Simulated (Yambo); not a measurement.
Yambo run on Cs₂PdCl₄ (space group P4/mmm, No. 123). The wavefunctions are LDA (pw.x of Quantum ESPRESSO, ONCV potentials, without SOC) ones on a 2×2×2 mesh (32 occupied bands); a = b = 7.509 Å, c = 4.673 Å, α = β = γ = 90.00°.

Yambo input:

```
rim_cut
gw0
dyson
el_el_corr
HF_and_locXC
ppa
em1d
RandQpts= 1000000
RandGvec= 1 Ry
EXXRLvcs= 82 Ry
VXCRLvcs= 328 Ry
Chimod= "HARTREE"
% BndsRnXp
 5 | 271 |
%
NGsBlkXp= 6 Ry
% LongDrXp
 1.0 | 1.0 | 1.0 |
%
PPAPntXp= 27.2114 eV
% GbndRnge
 1 | 271 |
%
GTermKind= "none"
DysSolver= "n"
ExtendOut
% QPkrange
 5 | 5 | 32 | 33 |
%
```

k points by index: 5 = M.

Table of the .qp output:

```
#    K-point    Band    Eo [eV]    E [eV]    E-Eo [eV]    Vxc [eV]    Vnlxc [eV]    Sc|Eo [eV]    Sc|E [eV]    dSc/dw|Eo [eV]    Re(Z)    Im(Z)
#
    5    32    0.000000    -1.014374    -1.014374    -19.79316    -25.08338    4.010435    4.275837    -7.118576    0.792640    -0.001392
    5    33    1.619158    3.149388    1.530230    -18.12767    -14.22748    -2.008634    -2.369966    -6.425059    0.808983    -0.001274
```
(The two width columns are left out.) Convergence of these settings isn't established.

Geometry of the Materials Project entry, not relaxed at this level.
